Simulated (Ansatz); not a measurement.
AlCo:
```yaml
crystal:
  lattice:
    - [2.79377, 0.00000, 0.00000]
    - [0.00000, 2.79377, 0.00000]
    - [0.00000, 0.00000, 2.79377]
  atoms:
    - { symbol: Al, position: [0.00000, 0.00000, 0.00000] }
    - { symbol: Co, position: [0.50000, 0.50000, 0.50000] }
```

Relaxed with LDA. Special points in fractions of this cell's reciprocal vectors: Γ (0.000, 0.000, 0.000); X (0.000, 0.500, 0.000); M (0.500, 0.500, 0.000); R (0.500, 0.500, 0.500).

Task: List the band energies nearest the Fermi level at these points for the program Ansatz at the LDA level (PAW).

Result: In eV from the Fermi level; about four levels below and three above (degenerate sets whole), none deeper than 8.9 eV; points with the same levels are listed once.

```json
[
 {"k": "Γ", "below": "-3.28 -3.28 -0.88 -0.88 -0.88", "above": "6.23 6.23 6.23"},
 {"k": "X", "below": "-2.64 -1.83 -1.83 -0.75", "above": "0.19 8.49 10.83 10.83"},
 {"k": "M", "below": "-2.75 -2.75 -1.62 -1.62 -0.28", "above": "2.56 3.88 13.29"},
 {"k": "R", "below": "-4.20 -4.20 -4.20 -0.24 -0.24", "above": "2.39 2.39 2.39"}
]
```

Space group Pm-3m (CsCl type). The LDA relaxation kept the symmetry of its start; of distortions, only those at the zone centre were tested. The run is not spin-polarised.

Potentials: the later of the program's two PAW sets.
